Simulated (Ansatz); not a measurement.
Relaxed-ion elastic tensor of BaTiO3 (cubic perovskite, Pm-3m) in GPa (Voigt order), the program Ansatz at the LDA level (PAW); density 6.35 g/cm³, 12.19 Å³ per atom.

```
349  119  119  0.0  0.0  0.0
119  349  119  0.0  0.0  0.0
119  119  349  0.0  0.0  0.0
0.0  0.0  0.0  132  0.0  0.0
0.0  0.0  0.0  0.0  132  0.0
0.0  0.0  0.0  0.0  0.0  132
```

Is the crystal mechanically stable?

Yes: the smallest eigenvalue of C is 132 GPa.

Work out the Voigt, Reuss and Hill averages.

K_V = 195, K_R = 195, K_H = 195; G_V = 125, G_R = 125, G_H = 125 GPa.

Give Young's modulus, Poisson's ratio, Pugh's ratio and the universal anisotropy index.

E = 9KG/(3K + G) = 309 GPa; ν = 0.24; K/G = 1.56 (brittle by the Pugh limit of 1.75); A_U = 5G_V/G_R + K_V/K_R − 6 = 0.02.

Estimate the sound speeds and the Debye temperature.

v_l = √((K + 4G/3)/ρ) = 7550 m/s, v_t = √(G/ρ) = 4430 m/s, mean 4920 m/s; Θ = (h/k)(3n/4πV)^(1/3) v_m = 636 K.

Give the Zener ratio and Young's modulus along [100], [110] and [111].

A = 2C44/(C11 − C12) = 1.15; 1/E = S11 − 2(S11 − S12 − S44/2)Γ with Γ = 0, 1/4, 1/3 gives 289, 314, 323 GPa.

This is a known high-temperature phase of the composition, computed here at zero pressure and temperature. The cell was relaxed with LDA under the symmetry of its start. At this level the phase is dynamically unstable (imaginary phonons). No spin polarisation was allowed. Scalar-relativistic: spin–orbit coupling is off unless named, which matters more the heavier the elements.

Potentials: the earlier of the program's two PAW sets.
